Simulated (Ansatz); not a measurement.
Relaxed KTaO₃ (cubic perovskite):

```yaml
crystal:
  lattice:
    - [4.02438, 0.00000, 0.00000]
    - [0.00000, 4.02438, 0.00000]
    - [0.00000, 0.00000, 4.02438]
  atoms:
    - { symbol: K, position: [0.00000, 0.00000, 0.00000] }
    - { symbol: Ta, position: [0.50000, 0.50000, 0.50000] }
    - { symbol: O, position: [0.00000, 0.50000, 0.50000] }
    - { symbol: O, position: [0.50000, 0.50000, 0.00000] }
    - { symbol: O, position: [0.50000, 0.00000, 0.50000] }
```

Scan: atom 5 (O, nearest neighbour Ta at 2.012 Å; its periodic images, 4.0 Å or more away, move with it) is displaced along Cartesian z, direction (0.000, 0.000, 1.000) in Cartesian axes, by s. The other atoms stay.

Level of theory: PBE (plane waves to 420 eV, PAW, scalar-relativistic; Ansatz, a first-principles code). k mesh 7×7×7 (Γ-centred), Fermi-Dirac smearing 0.05 eV. The energy includes the smearing's −TS. Stress and pressure are positive under compression. F∥ is the force on the atom along that direction. KTaO3 is run without spin polarisation. KTaO3 was relaxed with its symmetry unable to fall. Spin-orbit coupling is left out, though Ta is heavy. The zero of ΔE is the undisplaced structure.

```
s (Å)   ΔE (meV/cell)  P (GPa)  F∥ (eV/Å)
------  -------------  -------  ---------
-0.400            425    -1.11      2.251
-0.320            266    -0.84      1.740
-0.240            146    -0.53      1.258
-0.160             63    -0.26      0.809
-0.080             16    -0.07      0.392
0.000               0     0.00      0.000
0.080              16    -0.07     -0.392
0.160              63    -0.26     -0.809
0.240             146    -0.53     -1.258
0.320             266    -0.84     -1.740
0.400             425    -1.11     -2.251
```

What the scan shows:

| Quantity | Value |
|---|---|
| Energy at s = 0.400 Å | 425 meV/cell |
| Force along the line at s = -0.400 Å | 2.25 eV/Å |
| Symmetry of the curve | even: the same for both signs |
| Shape of the curve | a single well with its minimum at or next to zero displacement |
| Force constant k = d²E/ds² at s = 0 (finite differences) | 4.86 eV/Å² |
| Harmonic estimate at the end of the scan | ½ks² = 389 meV/cell against the computed 425 meV/cell, so the well is stiffer than harmonic there |

The 11 points together took very roughly 70 core-seconds.

(A displaced cell: forces are minus the slopes of the energy, force constants its curvatures, and phonons follow from these.)
